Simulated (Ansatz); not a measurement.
AgI:
```yaml
crystal:
  lattice:
    - [4.48869, 0.00000, 0.00000]
    - [-2.24435, 3.88732, 0.00000]
    - [0.00000, 0.00000, 6.76058]
  atoms:
    - { symbol: Ag, position: [0.00000, 0.00000, 0.00000] }
    - { symbol: Ag, position: [0.00000, 0.00000, 0.50000] }
    - { symbol: I, position: [0.33333, 0.66667, 0.25000] }
    - { symbol: I, position: [0.66667, 0.33333, 0.75000] }
```

Relaxed with PBE (plane waves, PAW; program Ansatz). Indices refer to the conventional cell of P6_3/mmc, a = b = 4.489 Å, c = 6.761 Å, α = β = 90.00°, γ = 120.00°.

### Question
Simulate the powder diffraction pattern (Mo Kα, λ = 0.71073 Å; lines above 1 %) up to 2θ = 45°.

### Answer
Simulated powder pattern, Mo Kα, λ = 0.71073 Å (kinematic, ideal powder, no thermal factors, no anomalous dispersion; the 30 strongest lines at most, above 1 %, up to 2θ = 45°):

| 2θ (°) | d (Å) | I/Imax (%) | hkl |
|---|---|---|---|
| 10.49 | 3.887 | 12 | (1 0 -1 0) |
| 12.11 | 3.370 | 78 | (1 0 -1 1) |
| 16.02 | 2.551 | 100 | (1 0 -1 2) |
| 18.22 | 2.244 | 65 | (1 1 -2 0) |
| 21.00 | 1.950 | 18 | (1 0 -1 3) |
| 21.07 | 1.944 | 1.9 | (2 0 -2 0) |
| 21.93 | 1.868 | 16 | (2 0 -2 1) |
| 24.27 | 1.690 | 9.6 | (0004) |
| 24.35 | 1.685 | 31 | (2 0 -2 2) |
| 26.51 | 1.550 | 1.8 | (1 0 -1 4) |
| 27.94 | 1.472 | 8.0 | (2 0 -2 3) |
| 28.66 | 1.436 | 15 | (2 1 -3 1) |
| 30.52 | 1.350 | 28 | (1 1 -2 4) |
| 30.58 | 1.347 | 30 | (2 1 -3 2) |
| 31.83 | 1.296 | 12 | (3 0 -3 0) |
| 32.31 | 1.277 | 5.1 | (1 0 -1 5) |
| 33.56 | 1.231 | 9.0 | (2 1 -3 3) |
| 36.92 | 1.122 | 7.6 | (2 2 -4 0) |
| 37.35 | 1.110 | 3.2 | (2 0 -2 5) |
| 38.34 | 1.082 | 7.2 | (1 0 -1 6) |
| 39.00 | 1.065 | 5.5 | (3 1 -4 1) |
| 40.43 | 1.028 | 11 | (3 0 -3 4) |
| 40.48 | 1.027 | 12 | (3 1 -4 2) |
| 41.85 | 0.995 | 4.3 | (2 1 -3 5) |
| 42.76 | 0.975 | 4.9 | (2 0 -2 6) |
| 42.86 | 0.973 | 4.0 | (3 1 -4 3) |
| 43.36 | 0.962 | 1.9 | (4 0 -4 1) |
| 44.56 | 0.937 | 1.7 | (1 0 -1 7) |
| 44.68 | 0.935 | 7.9 | (2 2 -4 4) |
| 44.73 | 0.934 | 4.2 | (4 0 -4 2) |

The start of the workflow was typed in or built on a structure type; neither database checked (COD, Materials Project) lists it. It is not the phase usual at ambient conditions (space group No. 186, 216). Symmetry was held in the PBE relaxation; whether a distortion lowers the energy is not shown. The run is not spin-polarised. Spin–orbit coupling is left out wherever it is not named.

Potentials: the later of the program's two PAW sets.
